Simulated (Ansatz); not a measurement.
Run record: MnS

We look at MnS: a measured crystal structure (space group Fm-3m, primitive cell doubled), with 4 atoms per cell. Source: COD entry 1538620; it may be a high-temperature, high-pressure or metastable form.

These are results of Ansatz, DFT, PBE+U, PAW, plane waves, scalar-relativistic, not measurements.

Input file:

```yaml
crystal:
  lattice:
    - [-2.6045, -2.6045, -5.209]
    - [2.6045, -2.6045, 0.0]
    - [-2.6045, -2.6045, 0.0]
  atoms:
    - { symbol: S, position: [0.0, 0.5, 0.5] }
    - { symbol: S, position: [0.5, 0.0, 0.5] }
    - { symbol: Mn, position: [0.0, 0.0, 0.0], spin: 4.5 }
    - { symbol: Mn, position: [0.5, 0.5, 0.0], spin: -4.5 }
  symmetry: { detect: false, time_reversal: true }
magnetization:
  spin_polarized: true
hamiltonian:
  xc: pbe
  pseudopotentials: { kind: paw }
  hubbard:
    sites:
      - { site: 2, l: d, u_eff: 4.2, starting_ns: [{ spin: up, occupation_matrix: s2up }, { spin: down, occupation_matrix: s2down }] }
      - { site: 3, l: d, u_eff: 4.2, starting_ns: [{ spin: up, occupation_matrix: s3up }, { spin: down, occupation_matrix: s3down }] }
    occupation_matrices:
      s2up:
        matrix:
          - [0.999999, 0.0, 0.0, 0.0, 0.0]
          - [0.0, 0.999999, 0.0, 0.0, 0.0]
          - [0.0, 0.0, 0.999999, 0.0, 0.0]
          - [0.0, 0.0, 0.0, 0.999999, 0.0]
          - [0.0, 0.0, 0.0, 0.0, 0.999999]
      s2down:
        matrix:
          - [1.0e-06, 0.0, 0.0, 0.0, 0.0]
          - [0.0, 1.0e-06, 0.0, 0.0, 0.0]
          - [0.0, 0.0, 0.999999, 0.0, 0.0]
          - [0.0, 0.0, 0.0, 1.0e-06, 0.0]
          - [0.0, 0.0, 0.0, 0.0, 1.0e-06]
      s3down:
        matrix:
          - [0.999999, 0.0, 0.0, 0.0, 0.0]
          - [0.0, 0.999999, 0.0, 0.0, 0.0]
          - [0.0, 0.0, 0.999999, 0.0, 0.0]
          - [0.0, 0.0, 0.0, 0.999999, 0.0]
          - [0.0, 0.0, 0.0, 0.0, 0.999999]
      s3up:
        matrix:
          - [1.0e-06, 0.0, 0.0, 0.0, 0.0]
          - [0.0, 1.0e-06, 0.0, 0.0, 0.0]
          - [0.0, 0.0, 1.0e-06, 0.0, 0.0]
          - [0.0, 0.0, 0.0, 1.0e-06, 0.0]
          - [0.0, 0.0, 0.0, 0.0, 1.0e-06]
basis:
  ecutwfc: 420
kpoints:
  mp_grid: { grid: [4, 6, 7] }
scf:
  occupations: { method: fermi_dirac, width: 0.1 }
  lower_state_search: "off"
  max_iter: 200
output:
  forces: true
  stress: true
```

Command:
```sh
ansatz run input.yaml --threads 2 --pin off --max-ram 5120MiB --backend cpu --events-out ev --progress --plain --runs-dir out
```

What the program printed (shortened):

```
S: projections on atomic orbitals take those of the free atom [Ne] 3s2 3p4, of charge +0.00 (hamiltonian.pseudopotentials.projection_atoms); the dataset's partial waves leave at most 1.6e-7 of an orbital's norm unspanned inside its sphere
Mn: projections on atomic orbitals take those of the free atom [Ne] 3s2 3p6 3d5 4s2, of charge +0.00 (hamiltonian.pseudopotentials.projection_atoms); the dataset's partial waves leave at most 9.0e-7 of an orbital's norm unspanned inside its sphere
Pseudopotentials: kind: paw
Pseudopotential: S, paw, valence charge 6, recommended cutoff 420 eV (normal), S.paw.azcp
Pseudopotential: Mn, paw, valence charge 15, recommended cutoff 420 eV (normal), Mn.paw.azcp
Functional definition: PBE
Crystal: 4 atoms, lattice volume = 70.670 Å³
Basis set: ecut = 420 eV, 1393 PW (Γ), exchange–correlation on 90×50×50 points (8 copies of the dense FFT grid, shifted against one another)
Bands: 31, of which v1, the nominal top of the filled ones, is band 21 counted from 1 (20 counted from 0)
Symmetry: 1 space group operations
k-points: 86 of 168 (time reversal used)
Non-local potential: S, projectors of the file, l = 0: 2, l = 1: 2, l = 2: 2
Non-local potential: Mn, projectors of the file, l = 0: 3, l = 1: 2, l = 2: 3, l = 3: 1
Initial density: superposition of atomic densities (chi_scale 0.1, normalization cell, long waves kept (reshape's long-wave potential 0.00 eV rms))
Starting moments: Σ|m| = 9 μB on 2 of 4 sites
Initial wavefunctions: pseudopotential atomic-orbital guess
Functional: x = pbe(κ = 0.804, μ = 0.2195149727645171), c = pbe(β = 0.06672455060314922)
SCF iter   1: F=—  HF=-9601.886848 eV  |F-HF|=—  |Δ(HF+E_count)|=         —  Δρ=1.04e-1 (↑4.25e-2 ↓1.04e-1)  dr2=1.30e1  dr2_m=9.58e-1  M=-0.923 μB ∫|m|=8.626 μB  β_m=0.30  ethr=3.10e-3  ⟨swp⟩=4.1  Hψ=19796  notcnv=0  defer=1
preconditioner: auto → Kerker (q_TF=auto, 2.502 Å⁻¹)  [metal: Δε(μ)=0.033 eV  Ē_g=9.705 eV  σ=0.100 eV  W_gap=0.08  n_scr=20 (ndim 8)  ℏωp=22.5 eV  f_vac=0.000  D(μ)=1.80/eV (n_scr^D=14)]
spin=Collinear: Kerker preconditioning applied to the charge; magnetization (m = ρ↑ − ρ↓) channel mixes plain (no charge-response kernel on spin).
SCF iter   2: F=—  HF=-9600.263033 eV  |F-HF|=—  |Δ(HF+E_count)|=    1.62e0  Δρ=3.67e-2 (↑1.82e-2 ↓3.67e-2)  dr2=1.19e0  dr2_m=2.79e-1  M=-0.819 μB ∫|m|=9.002 μB  β_m=1.00  ethr=3.10e-3  ⟨swp⟩=3.0  Hψ=11972  notcnv=0  defer=337
SCF iter   3: F=—  HF=-9600.663636 eV  |F-HF|=—  |Δ(HF+E_count)|=   4.01e-1  Δρ=2.22e-2 (↑1.34e-2 ↓2.22e-2)  dr2=2.39e-1  dr2_m=1.34e-1  M=-0.561 μB ∫|m|=9.354 μB  β_m=1.00  ethr=2.84e-3  ⟨swp⟩=2.3  Hψ=8544  notcnv=0  defer=413
SCF iter   4: F=—  HF=-9601.032011 eV  |F-HF|=—  |Δ(HF+E_count)|=   3.68e-1  Δρ=1.39e-2 (↑1.39e-2 ↓1.31e-2)  dr2=6.40e-2  dr2_m=9.60e-2  M=-0.272 μB ∫|m|=9.536 μB  β_m=1.00  ethr=5.70e-4  ⟨swp⟩=2.6  Hψ=10232  notcnv=0  defer=459
SCF iter   5: F=—  HF=-9601.411631 eV  |F-HF|=—  |Δ(HF+E_count)|=   3.80e-1  Δρ=1.48e-2 (↑5.40e-3 ↓1.48e-2)  dr2=1.56e-1  dr2_m=4.29e-2  M=-0.036 μB ∫|m|=9.689 μB  β_m=1.00  ethr=1.52e-4  ⟨swp⟩=2.0  Hψ=10443  notcnv=0  defer=495
SCF iter   6: F=—  HF=-9601.722506 eV  |F-HF|=—  |Δ(HF+E_count)|=   3.11e-1  Δρ=4.34e-3 (↑1.81e-3 ↓4.34e-3)  dr2=3.13e-2  dr2_m=2.88e-3  M=-0.003 μB ∫|m|=9.710 μB  β_m=0.30  ethr=1.52e-4  ⟨swp⟩=2.1  Hψ=8756  notcnv=0  defer=495
Mixer restart at iter 6: flushing history
spin-set hold released at iteration 6 (site moments contracting): the magnetisation degrees of freedom join the quasi-Newton model from the next iteration; the mixer history was flushed
SCF iter   7: F=—  HF=-9601.938522 eV  |F-HF|=—  |Δ(HF+E_count)|=   2.16e-1  Δρ=3.52e-3 (↑2.23e-3 ↓3.52e-3)  dr2=1.92e-2  dr2_m=3.74e-3  M=-0.000 μB ∫|m|=9.718 μB  β_m=0.65  ethr=7.45e-5  ⟨swp⟩=2.5  Hψ=8375  notcnv=0  defer=361
SCF iter   8: F=—  HF=-9602.171810 eV  |F-HF|=—  |Δ(HF+E_count)|=   2.33e-1  Δρ=9.58e-4 (↑7.20e-4 ↓9.58e-4)  dr2=4.84e-3  dr2_m=5.02e-5  M=-0.000 μB ∫|m|=9.722 μB  β_m=0.63  ethr=4.56e-5  ⟨swp⟩=2.2  Hψ=9534  notcnv=0  defer=362
SCF iter   9: F=—  HF=-9602.171274 eV  |F-HF|=—  |Δ(HF+E_count)|=   5.36e-4  Δρ=5.47e-4 (↑5.22e-4 ↓5.47e-4)  dr2=2.13e-3  dr2_m=1.41e-5  M=-0.000 μB ∫|m|=9.721 μB  β_m=0.82  ethr=1.15e-5  ⟨swp⟩=2.4  Hψ=7799  notcnv=0  defer=295
SCF iter  10: F=—  HF=-9602.170917 eV  |F-HF|=—  |Δ(HF+E_count)|=   3.57e-4  Δρ=4.09e-4 (↑3.03e-4 ↓4.09e-4)  dr2=7.45e-4  dr2_m=2.58e-5  M=-0.000 μB ∫|m|=9.721 μB  β_m=0.76  ethr=5.07e-6  ⟨swp⟩=2.3  Hψ=7901  notcnv=0  defer=276
SCF iter  11: F=—  HF=-9602.170710 eV  |F-HF|=—  |Δ(HF+E_count)|=   2.07e-4  Δρ=1.46e-4 (↑1.09e-4 ↓1.46e-4)  dr2=1.01e-4  dr2_m=1.12e-6  M=-0.000 μB ∫|m|=9.720 μB  β_m=0.85  ethr=1.77e-6  ⟨swp⟩=2.5  Hψ=7485  notcnv=0  defer=270
SCF iter  12: F=—  HF=-9602.170684 eV  |F-HF|=—  |Δ(HF+E_count)|=   2.59e-5  Δρ=7.40e-5 (↑7.40e-5 ↓5.53e-5)  dr2=1.22e-5  dr2_m=7.64e-7  M=-0.000 μB ∫|m|=9.720 μB  β_m=0.84  ethr=2.40e-7  ⟨swp⟩=2.4  Hψ=7475  notcnv=0  defer=266
SCF iter  13: F=—  HF=-9602.170681 eV  |F-HF|=—  |Δ(HF+E_count)|=   3.38e-6  Δρ=1.92e-5 (↑1.74e-5 ↓1.92e-5)  dr2=1.33e-6  dr2_m=9.74e-9  M=-0.000 μB ∫|m|=9.721 μB  β_m=0.92  ethr=2.91e-8  ⟨swp⟩=2.0  Hψ=7496  notcnv=0  defer=267
iter 14 met the thresholds in force, and the SCF goes on: an eigenvalue changes by 0.61 meV, over its tolerance of 0.50 meV (output.eigenvalues, Limitations)
SCF iter  14: F=-9602.170681 eV  HF=-9602.170681 eV  |F-HF|=4.11e-10  |Δ(HF+E_count)|=   1.29e-7  Δρ=3.46e-6 (↑3.46e-6 ↓3.46e-6)  dr2=4.34e-8  dr2_m=6.47e-10  M=0.000 μB ∫|m|=9.720 μB  β_m=0.96  ethr=2.38e-10  ⟨swp⟩=3.0  Hψ=18789  notcnv=0
SCF iter  15: F=-9602.170681 eV  HF=-9602.170681 eV  |F-HF|=1.57e-9  |Δ(HF+E_count)|=   1.30e-8  Δρ=1.68e-6 (↑1.68e-6 ↓1.45e-6)  dr2=3.87e-9  dr2_m=2.90e-10  M=-0.000 μB ∫|m|=9.720 μB  ethr=1.03e-10  ⟨swp⟩=2.0  Hψ=14823  notcnv=0
WARN: hamiltonian.hubbard: on 1 of 4 specified blocks the occupation matrix of this SCF's result fails the test of the specified filling. At site 2 ↓ (sites count from 0 in the list of atoms of the cell that this SCF solves) the least filled combination of the orbitals specified full has occupation 0.026, and the fullest combination of the orbitals specified empty has occupation 0.104; the filling counts as kept where the first is at least 0.75 and exceeds the second by more than 0.25. [...]
SCF 1 converged in 15 iterations: F = -9602.170681 eV  dr2 = 3.87e-9
  greatest PAW one-centre occupation: 1.003 electrons in one spin orbital (limit 2), on the Mn atom at site 3 (counted from 0), in its partial waves of l = 1
SCF converged after 15 iterations
an eigenvalue changed by more than its tolerance at an iteration that met the thresholds in force, so the SCF went on 1 time: the last check found none over its tolerance
Magnetization: -0.0000 μB (21.0000 up, 21.0000 down)
Absolute magnetization: 9.7208 μB (∫|ρ↑−ρ↓|, with the PAW one-centre terms)
Spin contamination: 4.9968 ħ² per cell (⟨S²⟩ above its minimum at these occupations)
Per-site moments (μB) at R_I (Å): [(0.0352, 1.0743), (-0.0352, 1.0743), (4.4842, 1.0743), (-4.4842, 1.0743)]
Free energy (F): -9602.170681 eV
Harris-Foulkes:  -9602.170681 eV  (|F-HF|=1.57e-9)
Internal energy: -9602.170479 eV  (E = F + TS)
E sigma→0 (E₀):  -9602.170580 eV
Entropy (-TS):   -0.000202 eV (-0.050 meV/atom)
Fermi energy:    10.742524 eV
--- Per-component energies (eV) ---
  E_band       = -621.664820
  E_kinetic    = 810.474054
  E_local      = -4902.126421  (includes V_loc(G=0)·N_el)
  E_nonlocal   = 563.411357
  E_hartree    = 2006.528045
  E_xc         = -416.539973
  E_vxc        = -459.045997  (∫ρ·V_xc dr)
  E_hubbard    = 1.183723  (on-site DFT+U / exact-exchange correction)
  E_vhub       = -19.697857  (the Hubbard potential's part of the band-sum identity)
  E_paw        = -3814.872898  (= ΣΔE_a)
  E_vpaw       = -627.740721  (= ΣTr[D̂ρ^β])
  E_aug_tail   = -0.000016  (compensation charges beyond the density's cutoff)
  E_ewald      = -3850.228351
  E_smearing   = -0.000202  (= −TS)
  E_closure    = -0.000000  (closes the sum)
  Σ components = -9602.170681   (vs F -9602.170681, Δ=0.00e0)
--- Specified on-site occupations, and those of the state reported ---
  electrons in the specified blocks: 11.0000 specified, 10.5073 found
  site 2 (l=d) ↓: largest change of an orbital's occupation 0.9745; electrons 1.0000 specified, 0.2792 found; spectral distance 0.9031
  site 3 (l=d) ↑: largest change of an orbital's occupation 0.1035; electrons 0.0000 specified, 0.2792 found; spectral distance 0.1508
  site 2 (l=d) ↑: largest change of an orbital's occupation 0.0087; electrons 5.0000 specified, 4.9744 found; spectral distance 0.0131
  site 3 (l=d) ↓: largest change of an orbital's occupation 0.0087; electrons 5.0000 specified, 4.9744 found; spectral distance 0.0131
--- Forces (eV/Å), atoms counted from 1 ---
  atom   1  S      0.00000000     0.00000000     0.00000000
  atom   2  S     -0.00000000     0.00000000    -0.00000000
  atom   3  Mn    -0.00000001     0.00000001     0.00000002
  atom   4  Mn     0.00000001     0.00000000    -0.00000002
  max |Σ_I F_I| component: 1.39e-8 eV/Å
--- Stress (GPa, compression-positive) ---
        4.600304      -0.007985      -0.000068
       -0.007985       4.600256      -0.000068
       -0.000068      -0.000068       4.578419
  P = ⅓ Tr σ = 4.5930 GPa (45.930 kbar)
```

Among 17 converged runs of this cell from various starts and settings, this end is the lowest found.

A static U favours moments and orbital order; the result depends on U and need not be the measured state. The mesh has less symmetry than the lattice, which lowers the symmetry of the run.

The run took 31 s on 2 threads of Arm Neoverse V2, with other jobs on the host, peak memory 0.59 GiB.
